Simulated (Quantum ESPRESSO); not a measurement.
Sr2TiSnO6, space group Fm-3m (No. 225):

```
CELL_PARAMETERS angstrom
      0.00000     4.02927     4.02927
      4.02927     0.00000     4.02927
      4.02927     4.02927     0.00000
ATOMIC_POSITIONS crystal
  Sr 0.25000 0.25000 0.25000
  Sr 0.75000 0.75000 0.75000
  Ti 0.50000 0.50000 0.50000
  Sn 0.00000 0.00000 0.00000
  O  0.74411 0.25589 0.25589
  O  0.25589 0.74411 0.74411
  O  0.25589 0.74411 0.25589
  O  0.74411 0.25589 0.74411
  O  0.25589 0.25589 0.74411
  O  0.74411 0.74411 0.25589
```
Geometry: a computed entry of the Materials Project; it was not checked against measured cells. It is Sr2TiSnO6 in Fm-3m; whether this form has been observed was not checked. Stability against distortions was not tested. The run has no spin polarisation.

| site | Wyckoff letter | site symmetry |
|---|---|---|
| Sr | c | -43m |
| Ti | b | m-3m |
| Sn | a | m-3m |
| O | e | 4mm |

Cores are frozen. Against all-electron runs on small test molecules, this scheme's |Vzz| missed by −2 to +6 % on O.

### Question
Where does symmetry force the field gradient to vanish or to be axial, and what does PBE PAW (JTH datasets; density from pw.x of a modified build of Quantum ESPRESSO, gradients reconstructed from it by a script) give?

### Answer
```
site                                by symmetry  Vzz (a.u.)   η_Q
----  -----------------------------------------  ----------  ----
Sr                        vanishes (cubic site)           0     –
Ti                        vanishes (cubic site)           0     –
Sn                        vanishes (cubic site)           0     –
O     axial, η = 0 (an axis of order 3 or more)       0.597  0.00
```
